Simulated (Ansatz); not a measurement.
# PtP (zincblende structure)

Computed with Ansatz (plane waves, PAW, 500 eV cutoff): r²SCAN, scalar-relativistic, no spin polarisation, Γ-centred 12×12×12 mesh, 0.05 eV Gaussian smearing. The datasets are Ansatz's generated set soft_2.

```cif
data_structure
_symmetry_space_group_name_H-M 'P 1'
_symmetry_Int_Tables_number 1
_cell_length_a 3.7642
_cell_length_b 3.7642
_cell_length_c 3.7642
_cell_angle_alpha 60.000
_cell_angle_beta 60.000
_cell_angle_gamma 60.000
_cell_volume 37.71
loop_
_atom_site_label
_atom_site_type_symbol
_atom_site_fract_x
_atom_site_fract_y
_atom_site_fract_z
_atom_site_occupancy
Pt1 Pt 0.00000 0.00000 0.00000 1
P1 P 0.25000 0.25000 0.25000 1
```

This is a trial structure made by placing the elements on a prototype's sites, so it needn't be the stable form.

The cell above was scaled in volume, its shape and atoms being fixed by the lattice's symmetry. Energies are counted from the cell above.

Cell and atoms are those of this level's equilibrium.

```json
{"V (Å³/atom)": "18.102", "ΔE (meV/atom)": "15.31", "P from the stress (GPa)": "6.76"}
{"V (Å³/atom)": "18.479", "ΔE (meV/atom)": "3.69", "P from the stress (GPa)": "3.18"}
{"V (Å³/atom)": "18.856", "ΔE (meV/atom)": "0.00", "P from the stress (GPa)": "0.00"}
{"V (Å³/atom)": "19.234", "ΔE (meV/atom)": "3.37", "P from the stress (GPa)": "-2.83"}
{"V (Å³/atom)": "19.611", "ΔE (meV/atom)": "13.01", "P from the stress (GPa)": "-5.35"}
{"V (Å³/atom)": "20.176", "ΔE (meV/atom)": "37.77", "P from the stress (GPa)": "-8.61"}
```

Problem. Do the energies and the pressures agree? Compare −ΔE/ΔV between neighbouring points (1 meV/Å³ = 0.1602 GPa) with the mean of their pressures.

Solution. 
```json
{"interval (Å³/atom)": "18.10 to 18.48", "−ΔE/ΔV (GPa)": "4.9", "mean P (GPa)": "5.0"}
{"interval (Å³/atom)": "18.48 to 18.86", "−ΔE/ΔV (GPa)": "1.6", "mean P (GPa)": "1.6"}
{"interval (Å³/atom)": "18.86 to 19.23", "−ΔE/ΔV (GPa)": "-1.4", "mean P (GPa)": "-1.4"}
{"interval (Å³/atom)": "19.23 to 19.61", "−ΔE/ΔV (GPa)": "-4.1", "mean P (GPa)": "-4.1"}
{"interval (Å³/atom)": "19.61 to 20.18", "−ΔE/ΔV (GPa)": "-7.0", "mean P (GPa)": "-7.0"}
```
They differ by 0.04 GPa at most.

Problem. What do the two routes give for V0, B0 and B0′?

Solution. A third-order Birch–Murnaghan fit of the energies: V0 = 18.86 Å³/atom, B0 = 150 GPa, B0′ = 4.8. A polynomial of P in ln V, with B = −dP/d ln V at P = 0: V0 = 18.86 Å³/atom, B0 = 150 GPa, B0′ = 4.8.

B0·V0 = 149.7 GPa × 18.86 Å³ = 17.61 eV/atom sets the scale: near the minimum ΔE ≈ ½ B0 V0 x², with x = V/V0 − 1, and a pressure of 1.5 GPa squeezes the volume by about 1 %. At the ends of the curve: x = −4.0 % predicts 14.1 meV/atom and the run gives 15.3; x = +7.0 % predicts 43.1 meV/atom and the run gives 37.8. The curve is steeper than the parabola on the compressed side and flatter on the expanded side: the bulk modulus rises with pressure.

These numbers lack spin–orbit coupling. The cell is a metal with an odd number of electrons, and spin polarisation wasn't tried.
